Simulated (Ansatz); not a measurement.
## Every step of a relaxation of Al (hcp type)

DFT, LDA, PAW with Ansatz's default frozen-core files, scalar-relativistic (Ansatz 0.2.0); a Γ-centred 15×15×8 k mesh, Fermi–Dirac smearing of 0.08 eV, no spin polarisation. The run relaxes shape and atoms at held volume.

Command: `ansatz run input.yaml --threads 1 --pin off --max-ram 2048MiB --backend cpu --events-out ev --progress --plain --runs-dir out` It took 5 s on 1 thread of Arm Neoverse V1, on a shared host, peak memory 0.27 GiB.

```yaml
crystal:
  lattice:
    - [2.1574256481, 0.0, 0.0]
    - [-1.0787128241, 1.868385418, 0.0]
    - [0.0, 0.0, 3.5612037857]
  atoms:
    - { symbol: Al, position: [0.3333333333, 0.6666666667, 0.25] }
    - { symbol: Al, position: [0.6666666667, 0.3333333333, 0.75] }
kpoints:
  mp_grid: { grid: [15, 15, 8] }
scf:
  occupations: { method: fermi_dirac, width: 0.08 }
hamiltonian:
  xc: lda
  pseudopotentials: { kind: paw }
output:
  forces: true
  stress: true
relax:
  f_tol: 0.005
  max_steps: 30
  cell: { stress_tol: 0.64, fix: [volume] }
```

Each step lists its free energy a cell above the last geometry, the pressure, the cell vectors (Å), and Cartesian positions (Å) with forces (eV/Å).

The first step:

```
step 1  dF = 12.66 meV  P = 333.7 GPa
  cell 2.1574 0.0000 0.0000  -1.0787 1.8684 0.0000  0.0000 0.0000 3.5612
  Al 0.0000 1.2456 0.8903   0.0000 0.0000 0.0000
  Al 1.0787 0.6228 2.6709   0.0000 0.0000 0.0000
```

The PAW files were made under PBE. The structure type is held throughout; the real material can change phase at far lower pressure. At this compression frozen-core PAW has no all-electron check here.

The symmetry of the start is kept and no stability test is made, so the end need not be the stable phase.

Q: Where does the relaxation end, and by which steps?

A: After 4 geometries, with conventional a, b, c = 2.172, 2.172, 3.513 Å, at 7.177 Å³/atom and 333.2 GPa in space group P6_3/mmc, with a shortest distance of 2.158 Å. The further steps:
```
step 2  dF = 3.54 meV  P = 333.4 GPa
  cell 2.1642 0.0000 0.0000  -1.0821 1.8743 0.0000  0.0000 0.0000 3.5388
  Al 0.0000 1.2495 0.8847   0.0000 0.0000 0.0000
  Al 1.0821 0.6248 2.6541   0.0000 0.0000 0.0000
step 3  dF = 0.04 meV  P = 333.2 GPa
  cell 2.1713 0.0000 0.0000  -1.0857 1.8804 0.0000  0.0000 0.0000 3.5158
  Al 0.0000 1.2536 0.8790   0.0000 0.0000 0.0000
  Al 1.0857 0.6268 2.6369   0.0000 0.0000 0.0000
step 4  dF = 0.00 meV  P = 333.2 GPa
  cell 2.1721 0.0000 0.0000  -1.0861 1.8811 0.0000  0.0000 0.0000 3.5131
  Al 0.0000 1.2541 0.8783   0.0000 0.0000 0.0000
  Al 1.0861 0.6270 2.6349   0.0000 0.0000 0.0000
step 5  dF = -0.10 meV  P = 333.2 GPa  (same geometry on a basis chosen anew; earlier energies don't compare to the last digit)
  cell 2.1721 0.0000 0.0000  -1.0861 1.8811 0.0000  0.0000 0.0000 3.5131
  Al 0.0000 1.2541 0.8783   0.0000 0.0000 0.0000
  Al 1.0861 0.6270 2.6349   0.0000 0.0000 0.0000
```
